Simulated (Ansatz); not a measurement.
Relaxed-ion elastic tensor of Si in space group P6_422 (No. 181; Si on 3c) in GPa (Voigt order), DFT-r²SCAN in the program Ansatz with PAW potentials; density 2.59 g/cm³, 18.00 Å³ per atom.

```
 209  47.2  61.5   0.0   0.0   0.0
47.2   209  61.5   0.0   0.0   0.0
61.5  61.5   176   0.0   0.0   0.0
 0.0   0.0   0.0  88.4   0.0   0.0
 0.0   0.0   0.0   0.0  88.4   0.0
 0.0   0.0   0.0   0.0   0.0  80.8
```

Task: Is the crystal mechanically stable?

Result: Yes: the smallest eigenvalue of C is 80.8 GPa.

Task: Work out the Voigt, Reuss and Hill averages.

Result: K_V = 104, K_R = 104, K_H = 104; G_V = 79.7, G_R = 78.1, G_H = 78.9 GPa.

Task: Give Young's modulus, Poisson's ratio, Pugh's ratio and the universal anisotropy index.

Result: E = 9KG/(3K + G) = 189 GPa; ν = 0.20; K/G = 1.31 (brittle by the Pugh limit of 1.75); A_U = 5G_V/G_R + K_V/K_R − 6 = 0.10.

Task: Estimate the sound speeds and the Debye temperature.

Result: v_l = √((K + 4G/3)/ρ) = 8980 m/s, v_t = √(G/ρ) = 5520 m/s, mean 6090 m/s; Θ = (h/k)(3n/4πV)^(1/3) v_m = 692 K.

Task: Solve the Christoffel equation for the three sound speeds along x, y, z.

Result: Eigenvalues of C_ijkl n_j n_l equal ρv². In km/s, slowest first: x 5.58, 5.84, 8.98; y 5.58, 5.84, 8.98; z 5.84, 5.84, 8.25.

Task: How much does each axis shrink under pressure?

Result: Linear compressibilities β_i = Σ_j S_ij (j = 1 to 3): x 3.1, y 3.1, z 3.5 per TPa.

The start of the workflow was typed in or built on a structure type; neither database checked (COD, Materials Project) lists it. It is not the phase usual at ambient conditions (space group No. 227). Symmetry was held in the r²SCAN relaxation; its stability against distortions is not shown here. As this level gives no gap, shear constants depend on the k-mesh and smearing (Fermi–Dirac, 0.1 eV here).

Potentials: the later of the program's two PAW sets.
